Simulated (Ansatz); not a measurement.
# O interstitial in Yb3Si5

All numbers are calculated (r2SCAN, no spin polarisation, no spin-orbit coupling; Ansatz, PAW set soft_2, 500 eV, k-mesh 3×3×3), not measured.

The relaxed host crystal (no gap at this level of theory):

```cif
data_structure
_symmetry_space_group_name_H-M 'P 1'
_symmetry_Int_Tables_number 1
_cell_length_a 6.6388
_cell_length_b 6.6388
_cell_length_c 4.1290
_cell_angle_alpha 90.000
_cell_angle_beta 90.000
_cell_angle_gamma 120.000
_cell_volume 157.60
loop_
_atom_site_label
_atom_site_type_symbol
_atom_site_fract_x
_atom_site_fract_y
_atom_site_fract_z
_atom_site_occupancy
Si1 Si 0.66667 0.33333 0.50000 1
Si2 Si 0.33333 0.66667 0.50000 1
Si3 Si 0.00000 0.28583 0.50000 1
Si4 Si 0.28583 0.00000 0.50000 1
Si5 Si 0.71417 0.71417 0.50000 1
Yb1 Yb 0.00000 0.64610 0.00000 1
Yb2 Yb 0.35390 0.35390 0.00000 1
Yb3 Yb 0.64610 0.00000 0.00000 1
```

Supercell of 24 atoms, rows of the matrix [[0,1,-1],[1,0,-1],[-1,-1,-1]] times the cell vectors; O interstitial at (0.000, 0.000, 0.100) in fractions of the cell above. Atoms are relaxed at the host's cell, from a start shaken by 0.05 Å near the defect.

Nearest atoms to the added O: relaxed Yb 2.10 Å, Yb 2.10 Å, Yb 2.10 Å, Si 2.96 Å, Si 2.96 Å, Si 2.96 Å.

| charge | gap of the cell on the mesh (eV) |
| --- | --- |
| 0 | 0.00 |

Formation energy of the neutral defect: -2.77 eV, taking atoms from and to the elements' standard states (no corrections for gases), so it belongs to those chemical potentials alone.

A negative value doesn't mean that the atoms enter by themselves: with the elements as reservoirs, compounds of them would form first.

Caveats: 4f shell without a U, which puts 4f levels too near the Fermi level; small supercell, so energies and levels can be off by tenths of an eV; one random start near the defect, so other minima are possible.
